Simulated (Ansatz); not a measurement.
Computed with DFT, r2SCAN, plane waves (500 eV) with PAW, scalar-relativistic (Ansatz 0.2.0). The PAW files were generated under PBE, with cores re-solved for the functional.

An element in the omega (AlB2-type) structure gives this curve. The cell is scaled uniformly from the relaxed one, with fractional coordinates and shape fixed. Energies are extrapolated to zero smearing, pressures are those at the given smearing. Magnetic state: spin not included.

```
V (Å³/atom)  E − E₀ (meV/atom)  P (GPa)
     13.141              310.3    62.43
     13.738              127.2    37.06
     14.335               29.3    16.59
     14.933                0.0     0.07
     15.530               26.0   -13.26
     16.127               96.8   -24.00
     16.725              203.5   -32.60
```

Q: Which element is it?
A. rhenium
B. platinum
C. molybdenum
D. vanadium

A: A. Its fit is V₀ = 14.93 Å³/atom, B₀ = 370 GPa, B₀′ = 4.4.
